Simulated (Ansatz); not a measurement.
A geometry of TiCo away from equilibrium: step 3 of the relaxation of a relaxed TiCo cell, doubled along one cell vector, shaken by Gaussian noise of σ = 0.08 Å a coordinate. Level of theory: PBEsol (plane waves to 420 eV, PAW, scalar-relativistic; Ansatz, a program for electronic structure). Γ-centred k-mesh 7×4×7 on the run's cell (coarser than for final values), Fermi–Dirac smearing 0.05 eV.

```xyz
12
Lattice="4.5331 -0.0042 0.0115 -0.0084 9.0138 0.0077 0.0115 0.0039 4.5094" Properties=species:S:1:pos:R:3:forces:R:3 pbc="T T T" free_energy=-45395.607 pressure_GPa=-2.2
Ti     0.0042     2.1892     2.1704   -0.0333   -1.4623   -0.4858
Ti    -0.0459     6.7864     2.2082    0.2288   -0.0552   -0.1636
Ti     2.2103     2.2448    -0.1017   -0.1195   -0.7437   -0.0882
Ti     2.2445     6.7310    -0.0137   -0.3543   -0.0105   -0.2345
Ti     2.2572    -0.0190     2.2349   -0.3472   -0.2163   -1.2041
Ti     2.4526     4.4739     2.1627    0.4407   -0.1002   -0.0742
Co     2.6288    -0.0149    -0.1182    1.6212   -0.2814    0.4125
Co     1.9271     4.4555    -0.0439   -1.8985    0.2004   -0.2603
Co     0.0241    -0.1014     2.7845    0.0908    0.3090    2.2322
Co     0.1482     4.4045     2.3307    0.6331    0.3757    0.6340
Co    -0.0107     2.6403    -0.0662   -0.3825    1.8735   -0.2389
Co    -0.0723     6.8078     0.0077    0.1205    0.1110   -0.5291
```

Positions in Å, forces in eV/Å, free energy of the cell in eV (comparable only within this code, potentials and settings). Largest force: 2.26 eV/Å, on Co9 (atoms numbered as listed); the geometry lies 0.71 eV/atom above the end of its relaxation.

No spin polarisation in the result. A magnetic state may lie lower.

Of the parent cell (Pm-3m (No. 221)): The first start was generated by placing the elements on the sites of a structure type. Materials Project lists a structure of TiCo in the same space group, Pm-3m (No. 221); the sites were not compared with it, nor with measured phases.

The end of the path is a generated cell of TiCo: the first start was made by placing the elements on the sites of a structure type, and the end was not matched to a known phase here, so it may be hypothetical. Known forms of TiCo include space group No. 221.
